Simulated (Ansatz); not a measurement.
RbCl (rock salt, Fm-3m), DFT-PBE in the program Ansatz with PAW potentials: ε∞ = 2.28, cell volume 75.16 Å³. Infrared-active transverse modes:

| ω_TO (cm⁻¹) | oscillator strength S_xx (e²/amu) |
|---|---|
| 101.6 | 0.05427 |

Problem. Compute the static dielectric constant.

Solution. Each mode adds (4.921e7/V) S/ω²: 3.44. So ε0 = 5.72.

Problem. What LO frequency does the Lyddane–Sachs–Teller relation give?

Solution. ω_LO = ω_TO √(ε0/ε∞) = 161 cm⁻¹.

The cell was relaxed with PBE under the symmetry of its start; phonons on a q-mesh show no instability. Scalar-relativistic: spin–orbit coupling is off unless named, which matters more the heavier the elements.

Potentials: the later of the program's two PAW sets.
